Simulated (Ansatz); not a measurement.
Input:

Starting cell, La (dhcp type, space group P6_3/mmc):

```
CELL_PARAMETERS angstrom
      3.77035     0.00000     0.00000
     -1.88517     3.26522     0.00000
      0.00000     0.00000    12.08097
ATOMIC_POSITIONS crystal
  La 0.00000 0.00000 0.00000
  La 0.00000 0.00000 0.50000
  La 0.33333 0.66667 0.25000
  La 0.66667 0.33333 0.75000
```

Scan: atom 3 (La, nearest neighbour La at 3.723 Å; its periodic images, 3.8 Å or more away, move with it) is displaced along Cartesian [110], direction (0.707, 0.707, 0.000) in Cartesian axes, by s. The other atoms stay.

Calculation: PBE (plane waves to 420 eV, PAW, scalar-relativistic; Ansatz, a quantum-chemistry and plane-wave program). k mesh 11×11×3 (Γ-centred), Fermi-Dirac smearing 0.05 eV. The energy includes the smearing's −TS. With partly filled bands, energies and forces of such displacements shift with the k mesh and the smearing. La is run without spin polarisation. La was relaxed with its symmetry unable to fall. The zero of ΔE is the undisplaced structure.

The scan covers s from -0.740 to 0.740 Å in 11 points.

### Question
Is the energy the same for displacements of ±0.740 Å, and if not, which side lies higher?

### Answer
Not even: the positive side lies higher at ±0.740 Å. With its periodic images moving along, the atom's site symmetry in this cell is -6m2.

### Question
What is the energy change at s = 0.740 Å?

### Answer
162 meV/cell.

### Question
What is the force constant k = d²E/ds² of this move at s = 0?

### Answer
0.47 eV/Å².

(For displaced atoms, the force is minus the slope of the energy, and its curvature is a force constant, which sets phonon frequencies.)
